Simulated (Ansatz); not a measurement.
ZrO₂ in space group P4_2/nmc (No. 137; Zr on 2a, O on 4d), PBE (plane waves, PAW; program Ansatz), all energies at zero smearing, with the estimated change up to a 700 eV cutoff added, with one set of potentials and settings (totals compare only within such a set). Cell of 6 atoms (2 Zr, 4 O): -10647.873 eV.

```
element                            reference phase  E (eV/atom)
-------  -----------------------------------------  -----------
Zr                   P6_3/mmc, 2 atoms in the cell   -4183.8362
O        C2/m, 4 atoms in the cell, spin-polarised    -565.0000
```

Formation energy per atom, worked out: (-10647.873 − 2×(-4183.8362) − 4×(-565.0000))/6 = -3.367 eV/atom (-325 kJ per mol of atoms), at 0 K, without zero-point energy or fitted corrections.

This is a known high-temperature phase of the composition, computed here at zero pressure and temperature. The PBE relaxation kept the symmetry of its start; whether a distortion lowers the energy is not shown. The run is not spin-polarised. The references are the lowest solids computed at this level, not always the standard phases (solids in place of the gases).

Potentials: the later of the program's two PAW sets.
